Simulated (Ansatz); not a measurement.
Br (bcc (W type), Im-3m) under volume change, plane-wave PAW PBE (Ansatz code), scaled uniformly.

```json
[
 {"V (Å³/atom)": "24.238", "E − E(relaxed) (meV/atom)": "23.6", "P (GPa)": "3.48"},
 {"V (Å³/atom)": "25.038", "E − E(relaxed) (meV/atom)": "9.8", "P (GPa)": "2.09"},
 {"V (Å³/atom)": "25.837", "E − E(relaxed) (meV/atom)": "…", "P (GPa)": "…"},
 {"V (Å³/atom)": "26.636", "E − E(relaxed) (meV/atom)": "0.0", "P (GPa)": "0.00"},
 {"V (Å³/atom)": "27.435", "E − E(relaxed) (meV/atom)": "2.0", "P (GPa)": "-0.78"},
 {"V (Å³/atom)": "28.234", "E − E(relaxed) (meV/atom)": "7.5", "P (GPa)": "-1.42"},
 {"V (Å³/atom)": "29.033", "E − E(relaxed) (meV/atom)": "…", "P (GPa)": "…"}
]
```

Problem. Complete the blanks.

Solution. 
- 29.033, E − E(relaxed) (meV/atom): 15.9
- 29.033, P (GPa): -1.94
- 25.837, E − E(relaxed) (meV/atom): 2.3
- 25.837, P (GPa): 0.95

Problem. What does a third-order Birch–Murnaghan fit give for V₀, B₀ and B′?

Solution. V₀ = 26.64 Å³/atom, B₀ = 28.5 GPa, B′ = 5.5.

The cell is a constructed one: a structure type filled with these elements; neither database checked (COD, Materials Project) lists it. It is not the usual solid phase (space group No. 64). The PBE relaxation kept the symmetry of its start; whether a distortion lowers the energy is not shown. The substance is a gas or liquid at ambient conditions.

Potentials: the later of the program's two PAW sets.
